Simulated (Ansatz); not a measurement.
## Relaxing a structure of Ga₂O₃

The start is a relaxed Ga2O3 cell displaced along its unstable phonon at q = Γ (235i cm⁻¹), largest move 0.15 Å. The cell and all atomic positions are relaxed at zero pressure with PBEsol (plane waves to 420 eV, PAW, scalar-relativistic; Ansatz, a program for electronic structure). The first steps use a coarse 6×6×11 k-mesh.

Starting cell:
```yaml
crystal:
  lattice:
    - [5.69478, 0.00000, 0.00000]
    - [0.00000, 5.69478, 0.00000]
    - [0.00000, 0.00000, 2.87203]
  atoms:
    - { symbol: O, position: [0.98278, 0.01993, 0.00000] }
    - { symbol: O, position: [0.48278, 0.48007, 0.00000] }
    - { symbol: O, position: [0.14282, 0.66016, 0.50000] }
    - { symbol: O, position: [0.64282, 0.83984, 0.50000] }
    - { symbol: O, position: [0.35954, 0.12312, 0.50000] }
    - { symbol: O, position: [0.85954, 0.37688, 0.50000] }
    - { symbol: Ga, position: [0.30456, 0.80578, 0.00000] }
    - { symbol: Ga, position: [0.80456, 0.69422, 0.00000] }
    - { symbol: Ga, position: [0.19885, 0.29993, 0.00000] }
    - { symbol: Ga, position: [0.69885, 0.20007, 0.00000] }
```

How much energy is released per atom?

0.42 eV/atom.

Is the parent structure recovered?

It does not go back: it reaches Pmma (No. 51), 0.43 eV/atom below the parent.

Is the relaxed structure metallic? Give its gap.

0.89 eV, direct at Γ (no spin-orbit coupling).

Final values are on a 9×17×6 k-mesh of the relaxed cell. No spin polarisation in the result.

The run could not lose the symmetry of its start, so the end can be a saddle point.

The relaxed structure here is a generated cell of Ga2O3: the first start was made by placing the elements on the sites of a structure type, and the end was not matched to a known phase here, so it may be hypothetical. Known forms of Ga2O3 include space group No. 12, 167.
